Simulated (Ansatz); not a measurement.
Starting cell, SnO (litharge type, space group P4/nmm):

```
SnO
1.0
    3.79274     0.00000     0.00000
    0.00000     3.79274     0.00000
    0.00000     0.00000     4.76440
Sn O
2 2
Direct
  0.50000   0.00000   0.24062
  0.00000   0.50000   0.75938
  0.00000   0.00000   0.00000
  0.50000   0.50000   0.00000
```

In this cell atom 4 (O, nearest neighbour Sn at 2.216 Å; its periodic images, 3.8 Å or more away, move with it) is moved by s along Cartesian [110], unit vector (0.707, 0.707, 0.000); all other atoms and the cell stay fixed.

Level of theory: r2SCAN+rVV10 (plane waves to 500 eV, PAW, scalar-relativistic; Ansatz, a program for electronic structure). k mesh 7×7×6 (Γ-centred), Fermi-Dirac smearing 0.05 eV. Energies are smeared free energies. With partly filled bands, energies and forces of such displacements shift with the k mesh and the smearing. At this level the bands of SnO touch or barely overlap; measurements give the solid a gap. SnO was relaxed with its symmetry unable to fall. The PAW data are Ansatz's earlier set. The zero of ΔE is the undisplaced structure. The last digit holds for this mesh only.

| s (Å) | ΔE (meV/cell) |
|---|---|
| -0.220 | withheld |
| -0.176 | 136.0 |
| -0.132 | 75.9 |
| -0.088 | 33.6 |
| -0.044 | 8.4 |
| 0.000 | 0.0 |
| 0.044 | 8.4 |
| 0.088 | 33.6 |
| 0.132 | 75.9 |
| 0.176 | 136.0 |
| 0.220 | withheld |

Task: Fit an even polynomial form (powers 2, 4) to the given rows and predict ΔE at s = 0.220.

Result: Least squares on the 9 given rows: ΔE = (4316)·s² + (2386)·s⁴, in meV/cell with s in Å; root-mean-square residual 0.03 meV/cell. At 0.220 the fit gives 214.5 meV/cell; the calculation gives 214.6 meV/cell, so the extrapolation is off by -0.1 (-0.0 %). The quadratic term alone would give 208.9 meV/cell.

(For displaced atoms, the force is minus the slope of the energy, and its curvature is a force constant, which sets phonon frequencies.)
